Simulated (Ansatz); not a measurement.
A geometry of Ir away from equilibrium: step 2 of the relaxation of a relaxed Ir cell, doubled along one cell vector, shaken by Gaussian noise of σ = 0.08 Å a coordinate. These are PBEsol (plane waves to 420 eV, PAW, scalar-relativistic; Ansatz, an electronic-structure program) values and carry that method's errors. Γ-centred k-mesh 14×7×4 on the run's cell (coarser than for final values), Fermi–Dirac smearing 0.05 eV.

```yaml
crystal:
  lattice:
    - [2.71581, -0.00126, 0.00423]
    - [-2.71800, 4.66862, -0.01981]
    - [0.01381, -0.02940, 8.82143]
  atoms:
    - { symbol: Ir, position: [0.01506, 0.98914, 0.00390] }
    - { symbol: Ir, position: [0.01662, 0.49770, 0.00218] }
    - { symbol: Ir, position: [0.00916, 0.99933, 0.49614] }
    - { symbol: Ir, position: [0.00670, 0.49681, 0.49278] }
    - { symbol: Ir, position: [0.34516, 0.33267, 0.25530] }
    - { symbol: Ir, position: [0.34715, 0.83256, 0.25468] }
    - { symbol: Ir, position: [0.67095, 0.15862, 0.74916] }
    - { symbol: Ir, position: [0.68036, 0.66728, 0.74622] }
```

Question: Which atoms carry the largest force, and which way does it point?

Answer: 1.56 eV/Å, on Ir4 (atoms numbered as listed); on Ir4 its components are (0.02, 0.15, 1.55).

Question: What is the pressure?

Answer: +3.8 GPa, compression positive.

Question: How much energy per atom can still be gained by relaxing?

Answer: 0.02 eV/atom; the path ends in P6₃/mmc (No. 194) (AFLOW prototype A_hP4_194_ac (A3', as in La)).

No spin polarisation in the result.

The end of the path is a generated cell of Ir: the first start was made by placing the elements on the sites of a structure type, and the end was not matched to a known phase here, so it may be hypothetical. Known forms of Ir include space group No. 225.
